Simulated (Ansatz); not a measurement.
Al2Au:
```xyz
3
Lattice="0.0000 3.0015 3.0015 3.0015 0.0000 3.0015 3.0015 3.0015 0.0000" Properties=species:S:1:pos:R:3 pbc="T T T"
Au     0.0000     0.0000     0.0000
Al     1.5007     1.5007     1.5007
Al     4.5022     4.5022     4.5022
```

This is the PBEsol-relaxed structure.

Q: All from PBEsol in the plane-wave PAW code Ansatz, unless another level is named. Predict the Poisson's ratio.

A: 0.34.

Q: Next, the elastic constants (relaxed ions, GPa)?

A: C11 = 153, C12 = 96.0, C44 = 52.0.

Q: Next, the highest zone-centre frequency?

A: 263 cm^-1.

Space group Fm-3m (fluorite or antifluorite type). The cell was relaxed with PBEsol under the symmetry of its start; of distortions, only those at the zone centre were tested. As this level gives no gap, shear constants depend on the k-mesh and smearing (Fermi–Dirac, 0.1 eV here). As this level gives no gap, phonon frequencies hold no LO–TO term and depend on the k-mesh and smearing (Fermi–Dirac, 0.1 eV here). Scalar-relativistic: spin–orbit coupling is off unless named, which matters more the heavier the elements.

Potentials: the later of the program's two PAW sets.
